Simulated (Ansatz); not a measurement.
## Ga₄SbN₃ (ordering on wurtzite): the band gap by level of theory

All numbers come from the plane-wave code Ansatz. Non-magnetic throughout. Whether this structure exists isn't addressed.

Structure: Ga₄SbN₃, ordered on the wurtzite lattice (Pm) with 8 atoms a cell (no longer in that coordination), at its r2SCAN minimum. The symmetry is Pm (No. 6, monoclinic); conventional cell a = 5.252 Å, b = 3.237 Å, c = 7.569 Å, β = 90.9°, 16.08 Å³ an atom. N has 3 Ga at 1.85–1.88 Å; N has 4 Ga at 1.93–2.03 Å; N has 4 Ga at 1.93–1.97 Å; Sb has 5 Ga at 2.71–2.95 Å and 2 Sb at 3.24 Å; Ga has 3 N at 1.85–1.97 Å and 1 Sb at 2.83 Å; Ga has 2 N at 1.93 Å and 2 Sb at 2.82 Å; Ga has 4 N at 1.88–2.03 Å; Ga has 2 N at 1.97 Å and 2 Sb at 2.71–2.95 Å.

```cif
data_structure
_symmetry_space_group_name_H-M 'Pm'
_symmetry_Int_Tables_number 6
_cell_length_a 5.2522
_cell_length_b 3.2373
_cell_length_c 7.5691
_cell_angle_alpha 90.000
_cell_angle_beta 90.930
_cell_angle_gamma 90.000
_cell_volume 128.68
loop_
_atom_site_label
_atom_site_type_symbol
_atom_site_symmetry_multiplicity
_atom_site_Wyckoff_symbol
_atom_site_fract_x
_atom_site_fract_y
_atom_site_fract_z
_atom_site_occupancy
N1 N 1 a 0.99680 0.00000 0.75156 1
N2 N 1 b 0.99513 0.50000 0.09936 1
N3 N 1 b 0.49857 0.50000 0.85100 1
Sb1 Sb 1 a 0.47669 0.00000 0.38186 1
Ga1 Ga 1 a 0.34780 0.00000 0.74401 1
Ga2 Ga 1 b 0.36196 0.50000 0.08572 1
Ga3 Ga 1 b 0.87336 0.50000 0.84384 1
Ga4 Ga 1 a 0.94969 0.00000 0.24266 1
```

Gaps on the r2SCAN cell, each the least over its mesh and the special points:

| level | k mesh | gap (eV) | kind | edges | least direct gap (eV) | rough cost |
| --- | --- | --- | --- | --- | --- | --- |
| PBE | 6×8×4 | none (overlap 1.83) | – | – | – | 100 core-seconds |
| PBE+SOC | 6×8×4 | none (overlap 1.85) | – | – | – | 9 core-minutes |
| r2SCAN | 6×8×4 | none (overlap 2.02) | – | – | – | 2.3 core-minutes |

All runs use a smearing of 0.02 eV.
Wave cutoffs: 420 eV, 500 eV (r2SCAN).
Points off the special ones are mesh points or PBE's searched band edges, reused at the other levels.
Costs come from shared machines and give only the order; PBE's includes the band path. The runs had 4 threads of Arm Neoverse V1 (shared host).

r2SCAN gives no gap: the lowest nominally empty band dips 2.02 eV below the top of the last filled one (its bottom at Γ, the top at A–E (0.10 of the way from A)), so the cell is a metal or semimetal at this level. PBE+SOC gives no gap: the lowest nominally empty band dips 1.85 eV below the top of the last filled one (its bottom at Γ, the top at A–E (0.20 of the way from A)), so the cell is a metal or semimetal at this level.

No level opens a gap, but no hybrid is among them, and semilocal functionals can close a real gap.

Only the levels marked +SOC include spin-orbit coupling.
